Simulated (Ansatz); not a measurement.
YN:
```
YN
1.0
    0.00000     2.42808     2.42808
    2.42808     0.00000     2.42808
    2.42808     2.42808     0.00000
N Y
1 1
Direct
  0.00000   0.00000   0.00000
  0.50000   0.50000   0.50000
```

Plane-wave PAW PBEsol (Ansatz code) gives a gap of 0.07 eV without spin–orbit coupling, maximum at Γ, minimum at X.

Problem. What happens when spin–orbit coupling is switched on?

Solution. The gap falls by 0.02 eV, to 0.05 eV; maximum at Γ, minimum at X.

Problem. How large is the spin–orbit splitting of the valence top at Γ?

Solution. The fourfold level lies 0.06 eV above the split-off pair.

Problem. Give the electron effective mass with spin–orbit coupling.

Solution. 0.083, 0.083, 1.3 mₑ (principal values).

Problem. Give the hole effective mass with spin–orbit coupling, band 1 of 2 at the edge.

Solution. 1.0 along [100], 0.58 along [110], 0.47 along [111] (mₑ).

Problem. Give the hole effective mass with spin–orbit coupling, band 2 of 2 at the edge.

Solution. 0.23 along [100], 0.27 along [110], 0.30 along [111] (mₑ).

Space group Fm-3m (rock salt). The cell was relaxed with PBEsol under the symmetry of its start. No spin polarisation was allowed.

Potentials: the later of the program's two PAW sets.
